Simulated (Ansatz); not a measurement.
ZnCu2SnSe4 in space group I-4 (No. 82; Pearson symbol tI16), PBEsol in the plane-wave PAW code Ansatz, all energies at zero smearing, with the estimated change up to a 700 eV cutoff added, with one set of potentials and settings (totals compare only within such a set). Cell of 8 atoms (1 Zn, 2 Cu, 1 Sn, 4 Se): -44107.969 eV.

| element | reference phase | E (eV/atom) |
|---|---|---|
| Zn | P6_3/mmc, 2 atoms in the cell | -3280.9077 |
| Cu | Fm-3m, 1 atoms in the cell | -6588.7768 |
| Sn | I4_1/amd, 2 atoms in the cell | -5949.7830 |
| Se | P3_121, 3 atoms in the cell | -5424.2079 |

Formation energy per atom, worked out: (-44107.969 − 1×(-3280.9077) − 2×(-6588.7768) − 1×(-5949.7830) − 4×(-5424.2079))/8 = -0.362 eV/atom (-35 kJ per mol of atoms), at 0 K, without zero-point energy or fitted corrections.

Symmetry was held in the PBEsol relaxation. The run is not spin-polarised. The references are the lowest solids computed at this level, not always the standard phases. Spin–orbit coupling is left out wherever it is not named.

Potentials: the later of the program's two PAW sets.
